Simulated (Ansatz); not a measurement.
Here is the system:

GaAs (rock salt, Fm-3m), a = 5.3041 Å, b = 5.3041 Å, c = 5.3041 Å, α = 90.00°, β = 90.00°, γ = 90.00°; the cell used has 2 atoms.

This is the PBEsol-relaxed structure.

Task: All from PBEsol in the plane-wave PAW code Ansatz, unless another level is named. Give the Debye temperature from the elastic constants.

Result: 254 K.

Task: What about the highest zone-centre frequency?

Result: 127 cm⁻¹.

The start of the workflow was typed in or built on a structure type; neither database checked (COD, Materials Project) lists it. It is not the phase usual at ambient conditions (space group No. 216). The cell was relaxed with PBEsol under the symmetry of its start; whether a distortion lowers the energy is not shown. As this level gives no gap, shear constants depend on the k-mesh and smearing (Fermi–Dirac, 0.1 eV here). As this level gives no gap, phonon frequencies hold no LO–TO term and depend on the k-mesh and smearing (Fermi–Dirac, 0.1 eV here).

Potentials: the earlier of the program's two PAW sets. The files were generated under PBE; for other functionals the program regenerates the frozen cores, and for LDA and PBEsol the local potential too.
